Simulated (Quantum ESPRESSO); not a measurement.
pw.x input (Quantum ESPRESSO 7.5; PBEsol, PseudoDojo standard norm-conserving files, scalar-relativistic):

```
&CONTROL
  calculation = 'scf'
  pseudo_dir = './pseudo'
  outdir = './out'
  tprnfor = .true.
  tstress = .true.
/
&SYSTEM
  ibrav = 0
  nat = 12
  ntyp = 4
  ecutwfc = 88.0
  ecutrho = 352.0
  occupations = 'smearing'
  smearing = 'fd'
  degauss = 0.002
  nbnd = 51
/
&ELECTRONS
  conv_thr = 1.2e-09
/
ATOMIC_SPECIES
O 15.9990 O.upf
Na 22.9898 Na.upf
S 32.0600 S.upf
Rh 102.9055 Rh.upf
CELL_PARAMETERS angstrom
  3.986320000000  -2.617005000000   0.000000000000
  3.986320000000   2.617005000000   0.000000000000
 -0.357111000000   0.000000000000   7.209090000000
ATOMIC_POSITIONS crystal
O   0.283490000000   0.283490000000   0.389270000000
O   0.716510000000   0.716510000000   0.610730000000
O   0.244870000000   0.713570000000   0.210980000000
O   0.755130000000   0.286430000000   0.789020000000
O   0.286430000000   0.755130000000   0.789020000000
O   0.713570000000   0.244870000000   0.210980000000
O   0.256260000000   0.256260000000   0.042190000000
O   0.743740000000   0.743740000000   0.957810000000
Na   0.000000000000   0.000000000000   0.500000000000
S   0.366270000000   0.366270000000   0.215350000000
S   0.633730000000   0.633730000000   0.784650000000
Rh   0.000000000000   0.000000000000   0.000000000000
K_POINTS automatic
6 6 4 0 0 0
```

End of the output:

```

[...]
     the Fermi energy is     5.7764 ev
!    total energy              =    -633.43717558 Ry
     estimated scf accuracy    <          4.1E-10 Ry
     smearing contrib. (-TS)   =      -0.00000000 Ry
     internal energy E=F+TS    =    -633.43717558 Ry
     The total energy is F=E-TS. E is the sum of the following terms:
     one-electron contribution =    -372.35062758 Ry
     hartree contribution      =     225.05396331 Ry
     xc contribution           =    -130.20218549 Ry
     ewald contribution        =    -355.93832583 Ry
     convergence has been achieved in  14 iterations
     Forces acting on atoms (cartesian axes, Ry/au):
     atom    1 type  1   force =     0.00535244    0.00000000   -0.00799902
     atom    2 type  1   force =    -0.00535244    0.00000000    0.00799902
     atom    3 type  1   force =    -0.00453712    0.00537167   -0.01414879
     atom    4 type  1   force =     0.00453712   -0.00537167    0.01414879
     atom    5 type  1   force =     0.00453712    0.00537167    0.01414879
     atom    6 type  1   force =    -0.00453712   -0.00537167   -0.01414879
     atom    7 type  1   force =    -0.01380679   -0.00000000    0.00378611
     atom    8 type  1   force =     0.01380679    0.00000000   -0.00378611
     atom    9 type  2   force =     0.00000000    0.00000000    0.00000000
     atom   10 type  3   force =    -0.00311054    0.00000000   -0.00306725
     atom   11 type  3   force =     0.00311054   -0.00000000    0.00306725
     atom   12 type  4   force =     0.00000000    0.00000000    0.00000000
     Total force =     0.040396     Total SCF correction =     0.000057
     Computing stress (Cartesian axis) and pressure
          total   stress  (Ry/bohr**3)                   (kbar)     P=      -41.77
  -0.00027426   0.00000000   0.00000697          -40.35        0.00        1.03
   0.00000000  -0.00028936   0.00000000            0.00      -42.57        0.00
   0.00000697   0.00000000  -0.00028825            1.03        0.00      -42.40
```
In a gapped system the printed Fermi energy is only some level inside the gap.

Spin-orbit coupling is not included.

Geometry of the Materials Project entry, not relaxed at this level.
